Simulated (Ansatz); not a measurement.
**Ansatz run, GeAsO₄**

input.yaml (Ansatz 0.2.0)

```yaml
crystal:
  lattice:
    - [0.0, 4.799834, 0.0]
    - [4.799834, 0.0, 0.0]
    - [2.399917, 2.399917, -3.661806]
  atoms:
    - { symbol: O, position: [0.40589, 0.29022, 0.73524] }
    - { symbol: O, position: [0.70978, 0.14113, 0.26476] }
    - { symbol: O, position: [0.85887, 0.97454, 0.73524] }
    - { symbol: O, position: [0.02546, 0.59411, 0.26476] }
    - { symbol: As, position: [0.0, 0.0, 0.0] }
    - { symbol: Ge, position: [0.75, 0.25, 0.5] }
  symmetry: { tolerance: 0.0003 }
kpoints:
  mp_grid: { grid: [8, 8, 8], shift: [0, 0, 0] }
  band_path:
    path:
      - [0.0, 0.0, 0.0]
      - [0.5, -0.5, 0.0]
      - [0.5, -0.5, 0.25]
      - [0.0, -0.5, 0.0]
      - [0.0, 0.0, 0.0]
      - [0.0, 0.0, 0.5]
      - [0.0, -0.28523091, 0.35738455]
      - [0.0, -0.71476909, -0.35738455]
      - [0.0, 0.0, 0.0]
      - [0.5, -0.5, 0.0]
      - [0.28523091, -0.71476909, -0.21476909]
    npoints: 6
magnetization:
  spin_polarized: false
scf:
  occupations: { method: fermi_dirac }
  lower_state_search: "off"
  max_iter: 200
hamiltonian:
  pseudopotentials: { kind: paw }
  xc: pbe
basis:
  ecutwfc: 420
  fft_grid_basis: typed
output:
  forces: true
  stress: true
  eigenvalues: true
  bader: true
  populations: true
  elf: true
  write_potential: true
  volumetric_format: npy
  dos:
    e_range: [-12, 8]
    de: 0.05
    projected: { site_lists: { As: [As], Ge: [Ge], O: [O] } }
checkpoint:
  read: saved_state
```

The run starts from an earlier solution of this cell. 

Output (shortened):

```
SCF iter   1: F=—  Δρ=1.02e-3  dr2=5.84e-4
SCF iter   2: F=—  Δρ=2.91e-4  dr2=4.79e-5
SCF iter   3: F=—  Δρ=1.44e-4  dr2=1.40e-5
SCF iter   4: F=—  Δρ=8.73e-5  dr2=5.16e-6
SCF iter   5: F=—  Δρ=5.73e-5  dr2=2.61e-6
SCF iter   6: F=—  Δρ=2.48e-5  dr2=4.20e-7
SCF iter   7: F=-11414.4051 eV  Δρ=4.53e-6  dr2=8.83e-9
Free energy (F): -11414.4051 eV
Harris-Foulkes:  -11414.4051 eV  (|F-HF|=6.39e-9)
Internal energy: -11414.3114 eV  (E = F + TS)
E sigma→0 (E₀):  -11414.3583 eV
Entropy (-TS):   -0.0937 eV (-15.617 meV/atom)
Fermi energy:    7.6649 eV
--- Per-component energies (eV) ---
  E_band       = -591.1679
  E_kinetic    = 936.2071
  E_local      = -7348.5154  (includes V_loc(G=0)·N_el)
  E_nonlocal   = -40.6459
  E_hartree    = 3313.8890
  E_xc         = -452.4706
  E_vxc        = -524.0560  (∫ρ·V_xc dr)
  E_paw        = -4500.0829  (= ΣΔE_a)
  E_vpaw       = -241.9436  (= ΣTr[D̂ρ^β])
  E_aug_tail   = 0.0102  (compensation charges beyond the density's cutoff)
  E_ewald      = -3322.7029
  E_smearing   = -0.0937  (= −TS)
--- Forces (eV/Å), atoms counted from 1 ---
  atom   1  O      4.5544    -5.3742    -4.3931
  atom   2  O     -5.3742    -4.5544     4.3931
  atom   3  O     -4.5544     5.3742    -4.3931
  atom   4  O      5.3742     4.5544     4.3931
  atom   5  As     0.0000     0.0000     0.0000
  atom   6  Ge     0.0000     0.0000     0.0000
--- Stress (GPa, compression-positive) ---
       46.8380       0.0000       0.0000
        0.0000      46.8380       0.0000
        0.0000       0.0000      40.8093
  P = ⅓ Tr σ = 44.8284 GPa (448.284 kbar)
--- Löwdin populations: 6 sites ---
  site symbol       q [e]
     0      O      6.7424
     1      O      6.7424
     2      O      6.7424
     3      O      6.7424
     4     As     13.3682
     5     Ge     12.3247
  spilling = 0.0064 (of n_electrons = 53.0000)
--- Bader charges: 6 sites ---
  site symbol  charge [e]  shift [e]
     0      O     -1.2098     0.0144
     1      O     -1.2098     0.0144
     2      O     -1.2098     0.0144
     3      O     -1.2098     0.0144
     4     As      2.2590     0.0158
     5     Ge      2.5803     0.0419
```

Origin: a known structure type with other elements, at an estimated volume, so it need not be a known compound. Caveats: many states at the Fermi level without spin polarisation, so a magnetic state may lie lower; atoms or cell far from equilibrium.
